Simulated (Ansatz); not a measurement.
Al:
```yaml
crystal:
  lattice:
    - [2.82709, 0.00000, 0.00000]
    - [-1.41354, 2.44833, 0.00000]
    - [0.00000, 0.00000, 25.32751]
  atoms:
    - { symbol: Al, position: [0.33333, 0.66667, 0.86269] }
    - { symbol: Al, position: [0.66667, 0.33333, 0.95400] }
    - { symbol: Al, position: [0.33333, 0.66667, 0.04600] }
    - { symbol: Al, position: [0.66667, 0.33333, 0.13731] }
    - { symbol: Al, position: [0.00000, 0.00000, 0.22783] }
    - { symbol: Al, position: [0.33333, 0.66667, 0.31856] }
    - { symbol: Al, position: [0.66667, 0.33333, 0.40927] }
    - { symbol: Al, position: [0.00000, 0.00000, 0.50000] }
    - { symbol: Al, position: [0.33333, 0.66667, 0.59073] }
    - { symbol: Al, position: [0.66667, 0.33333, 0.68144] }
    - { symbol: Al, position: [0.00000, 0.00000, 0.77217] }
```

Relaxed with r²SCAN.

### Question
Map the valence electron density (e/Å³), cut off at 0.2 on the plane through (0.333, 0.667, 0.863) spanned by u = [1, 1, 0] and v = [1, -1, 0] in lattice vectors, from the program Ansatz at the r²SCAN level (PAW).

### Answer
x is the fraction of u, y of v (the angle between them is 90°; rows are the nearest grid lines); atoms in the plane: Al at (0.00, 0.00), Al at (0.50, 0.50).
```
|  .-#@@@@@@@#-.  |
|  .=%@@@@@@@%=.  |
|.:=*@@@@@@@@@*=:.|
|+*#@@@@@@@@@@@#*+|
|@@@@@@@@@@@@@@@@@|
|@@@@@@@@@@@@@@@@@|
|@@@@@@@@@@@@@@@@@|
|@@@@@@@@@@@@@@@@@|
|@@@@@@@@@@@@@@@@@|
|@@@@@@#*+*#@@@@@@|
|@@@@@*=:.:=*@@@@@|
|@@@@%=.   .=%@@@@|
|@@@@%=.   .=%@@@@|
|@@@@@*=:.:=*@@@@@|
|@@@@@@#*+*#@@@@@@|
|@@@@@@@@@@@@@@@@@|
|@@@@@@@@@@@@@@@@@|
|@@@@@@@@@@@@@@@@@|
|@@@@@@@@@@@@@@@@@|
|@@@@@@@@@@@@@@@@@|
|+*#@@@@@@@@@@@#*+|
|.:=*@@@@@@@@@*=:.|
|  .=%@@@@@@@%=.  |
|  .-#@@@@@@@#-.  |
```
Scale: ten equal steps from 0.048 (start of ' ') to 0.200 (end of '@'), in the order ' .:-=+*#%@'; x runs from 0.000 to 1.00, y from 0.000 (bottom) to 1.00 (top).

The density is the valence pseudo-density with augmentation charge, so density and ELF within about 1 Å of a nucleus are not all-electron values.

Space group P-3m1. The start of the workflow was typed in or built on a structure type; neither database checked (COD, Materials Project) lists it. It is not the phase usual at ambient conditions (space group No. 225). The r²SCAN relaxation kept the symmetry of its start; its stability against distortions is not shown here.

Potentials: the earlier of the program's two PAW sets.
